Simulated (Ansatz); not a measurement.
Input and command of a plane-wave DFT calculation in Ansatz:

```yaml
crystal:
  lattice:
    - [6.0770715852, 0.0, 0.0]
    - [0.0, 6.0770715852, 0.0]
    - [0.0, 0.0, 3.3283527517]
  atoms:
    - { symbol: Hf, position: [0.2796923088, 0.2796923088, 0.0] }
    - { symbol: Hf, position: [0.2203076912, 0.7796923088, 0.5] }
    - { symbol: Hf, position: [0.7203076912, 0.7203076912, 0.0] }
    - { symbol: Hf, position: [0.7796923088, 0.2203076912, 0.5] }
    - { symbol: Cl, position: [0.0, 0.0, 0.0] }
    - { symbol: Cl, position: [0.5, 0.5, 0.5] }
basis:
  ecutwfc: 420
kpoints:
  mp_grid: { grid: [6, 6, 12] }
hamiltonian:
  xc: pbe
scf:
  occupations: { method: gaussian, width: 0.1 }
output:
  forces: true
  stress: true
  eigenvalues: true
  write_density: true
  write_potential: true
  elf: true
  volumetric_format: npy
relax:
  adjacent_minimum: "off"
  f_tol: 0.01
  max_steps: 80
  cell: { stress_tol: 0.05 }
```

```bash
ansatz run input.yaml --threads 1 --pin off --max-ram 2560MiB --backend cpu --events-out ev --progress --plain --runs-dir out
```

Processor: Intel(R) Xeon(R) Platinum 8488C (Sapphire Rapids), 1 thread, on a host shared with other jobs.

Question: Estimate time, memory and problem size.

Answer: About 4.4 min on 1 thread of Intel(R) Xeon(R) Platinum 8488C (Sapphire Rapids), on a shared host, peak memory 0.75 GiB. It solves 71 bands at 70 k points (the mesh reduced by the symmetry that the task leaves, which can be less than the crystal's) with about 2423 plane waves (on the last cell), in 46 SCF iterations over 7 ionic steps.
